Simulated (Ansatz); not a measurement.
The start is a relaxed AlNi cell displaced along its unstable phonon at q = (½, ½, 0) of its primitive reciprocal cell (127i cm⁻¹), largest move 0.15 Å. The cell and all atomic positions are relaxed at zero pressure with r2SCAN (plane waves to 500 eV, PAW, scalar-relativistic; Ansatz, a first-principles code). The first steps use a coarse 10×10×10 k-mesh.

Initial structure:
```
AlNi
1.0
    0.00000     5.78468     5.78468
    2.89234     2.89234     5.78468
    2.89234     2.89234     0.00000
Al Ni
4 4
Direct
  0.02554   0.22446   0.22368
  0.47446   0.27554   0.27632
  0.97446   0.02554   0.97368
  0.52554   0.97446   0.02632
  0.98068   0.51932   0.48009
  0.51932   0.48068   0.51991
  0.01932   0.73068   0.73009
  0.48068   0.76932   0.76991
```

```json
{
 "energy_released": "0.21 eV/atom",
 "volume_change": "-1.4 %, from 12.10 to 11.93 Å³/atom",
 "relative_to_the_parent": "It does not go back: it reaches Pnma (No. 62), 0.23 eV/atom below the parent",
 "Shortest distances (start → end)": "The closest pairs of elements (up to four, under 3.6 Å), start → end: Al–Ni 2.49 → 2.44 Å; Ni–Ni 2.51 → 2.59 Å; Al–Al 2.51 → 2.65 Å",
 "optimiser_moves": "11"
}
```

It ends as:

Space group Pnma (No. 62); a = 4.6720 Å, b = 4.1225 Å, c = 4.9536 Å, α = 90.00°, β = 90.00°, γ = 90.00°

| atom | site | symmetry | x | y | z |
|---|---|---|---|---|---|
| Al | 4c | .m. | 0.1238 | 0.2500 | 0.1233 |
| Ni | 4c | .m. | 0.0956 | 0.2500 | 0.6302 |

Final values are on a 10×11×10 k-mesh of the relaxed cell. No spin polarisation in the result. A magnetic state may lie lower.

The run could not lose the symmetry of its start: the end is stationary, and may be a saddle point rather than a minimum.

The relaxed structure here is a generated cell of AlNi: the first start was made by placing the elements on the sites of a structure type, and the end was not matched to a known phase here, so it may be hypothetical. Known forms of AlNi include space group No. 221.
